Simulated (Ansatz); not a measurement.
ZrSeS in space group P3m1 (No. 156; Zr on 1a, Se on 1c, S on 1b), plane-wave PAW r²SCAN+D4 (Ansatz code). The conduction-band minimum lies at L, with 3 equivalent valleys. Second derivatives d²E/dk² of the lowest band at one valley (eV·Å²), along Cartesian directions:

```tsv
direction	d²E/dk²
[100]	25.64
[010]	5.360
[001]	5.033
[110]	15.52
[101]	15.35
[011]	2.608
```

### Question
Find the principal effective masses, the density-of-states mass and the conductivity mass.

### Answer
Off-diagonal terms follow from H_xy = H[110] − (H_xx + H_yy)/2, and m*/mₑ = 7.620 eV·Å² over each eigenvalue: 0.30, 0.98, 2.9. One valley's DOS mass (m₁m₂m₃)^(1/3) = 0.95, conductivity mass 3/(Σ 1/mᵢ) = 0.63 mₑ.

### Question
What effective density of states Nc follows at 300 K for parabolic valleys?

### Answer
Nc = 2.509e19 × 3 × (0.95)^(3/2) ≈ 7.0e19 cm⁻³.

### Question
With the computed static dielectric constant 33.1 (mean of the diagonal), estimate a hydrogenic donor's binding energy and radius.

### Answer
E = 13.606 eV × 0.63/33.1² ≈ 7.8 meV; a = 0.529 Å × ε/m* ≈ 28 Å. Semilocal masses tend to be too small when the gap is underestimated.

The first step of the workflow began from a Materials Project structure, measured or hypothetical; the Crystallography Open Database copy checked does not list it. With Se and S taken as one species the cell has the higher symmetry P-3m1, so it may be an ordered model of a mixed-site phase. Its standing as an ambient phase is unchecked. The r²SCAN+D4 relaxation kept the symmetry of its start; whether a distortion lowers the energy is not shown. No spin polarisation was allowed. Scalar-relativistic: spin–orbit coupling is off unless named, which matters more the heavier the elements.

Potentials: the later of the program's two PAW sets.
